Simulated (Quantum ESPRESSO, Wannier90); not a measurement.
# Wannier functions of CsAsF6 (R-3)

Structure: Materials Project mp-9820, symmetrised, not relaxed again. Not found in the COD (Crystallography Open Database) copy used; not checked further. Method: LDA plane waves in Quantum ESPRESSO 7.5 (PseudoDojo norm-conserving files, 68 Ry, no spin polarisation, no spin-orbit coupling), Bloch states on a 4×4×4 mesh through Γ, Wannier90 4.0.1. Density: 6×6×6 mesh, cold smearing 0.01 Ry. Spin-orbit coupling is left out although heavy elements are present.

```
begin unit_cell_cart
ang
    3.8558601241    2.2261818806    2.6220500000
   -3.8558601241    2.2261818806    2.6220500000
    0.0000000000   -4.4523637612    2.6220500000
end unit_cell_cart
mp_grid = 4 4 4
```

### Question
Which shells of neighbouring k-points and which b-vectors and weights does Wannier90 pick for this cell and mesh?

### Answer
```
 *---------------------------------- K-MESH ----------------------------------*
 +----------------------------------------------------------------------------+
 |                    Distance to Nearest-Neighbour Shells                    |
 |                    ------------------------------------                    |
 |          Shell             Distance (Ang^-1)          Multiplicity         |
 |          -----             -----------------          ------------         |
 |             1                   0.308538                      6            |
 |             2                   0.407379                      6            |
 |             3                   0.463492                      6            |
 |             4                   0.511031                      6            |
 |             5                   0.599072                      2            |
 |             6                   0.617076                      6            |
 |             7                   0.653537                     12            |
 |             8                   0.705601                      6            |
       ... (lines left out)
 +----------------------------------------------------------------------------+
 | The b-vectors are chosen automatically                                     |
 | The following shells are used:                       1,  2                 |
 +----------------------------------------------------------------------------+
 |                        Shell   # Nearest-Neighbours                        |
 |                        -----   --------------------                        |
 |                          1               6                                 |
 |                          2               6                                 |
 +----------------------------------------------------------------------------+
 | Completeness relation is fully satisfied [Eq. (B1), PRB 56, 12847 (1997)]  |
 +----------------------------------------------------------------------------+
 |                  b_k Vectors (Ang^-1) and Weights (Ang^2)                  |
 |                  ----------------------------------------                  |
 |            No.         b_k(x)      b_k(y)      b_k(z)        w_b           |
 |            ---        --------------------------------     --------        |
 |             1         0.000000   -0.235200    0.199691     4.179588        |
 |             2        -0.203689    0.117600    0.199691     4.179588        |
 |             3         0.203689    0.117600    0.199691     4.179588        |
 |             4         0.000000    0.235200   -0.199691     4.179588        |
 |             5         0.203689   -0.117600   -0.199691     4.179588        |
 |             6        -0.203689   -0.117600   -0.199691     4.179588        |
 |             7        -0.203689    0.352801    0.000000     0.615349        |
 |             8         0.203689    0.352801    0.000000     0.615349        |
 |             9         0.203689   -0.352801    0.000000     0.615349        |
 |            10         0.407379    0.000000    0.000000     0.615349        |
 |            11        -0.203689   -0.352801    0.000000     0.615349        |
 |            12        -0.407379    0.000000    0.000000     0.615349        |
```
